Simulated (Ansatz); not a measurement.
YPb2 in space group Cmcm (No. 63; Pb on 4c, Y on 4c, Pb on 4c) under volume change, PBEsol in the plane-wave PAW code Ansatz, shape and atoms relaxed at each volume.

```tsv
V (Å³/atom)	E − E(relaxed) (meV/atom)	P (GPa)
25.011	48.1	6.80
25.836	…	…
26.660	4.7	1.90
27.485	0.0	0.00
28.309	…	…
29.134	16.1	-2.96
29.958	34.4	-4.11
```

**Question.** Fill in the missing entries.

**Answer.** 
- 25.836, E − E(relaxed) (meV/atom): 20.1
- 25.836, P (GPa): 4.14
- 28.309, E − E(relaxed) (meV/atom): 4.2
- 28.309, P (GPa): -1.61

**Question.** What does a third-order Birch–Murnaghan fit give for V₀, B₀ and B′?

**Answer.** V₀ = 27.48 Å³/atom, B₀ = 58.1 GPa, B′ = 4.6.

The workflow started from an entry of the Crystallography Open Database (COD). Its standing as an ambient phase is unchecked. The PBEsol relaxation kept the symmetry of its start; its stability against distortions is not shown here. The run is not spin-polarised. Scalar-relativistic: spin–orbit coupling is off unless named, which matters more the heavier the elements.

Potentials: the later of the program's two PAW sets.
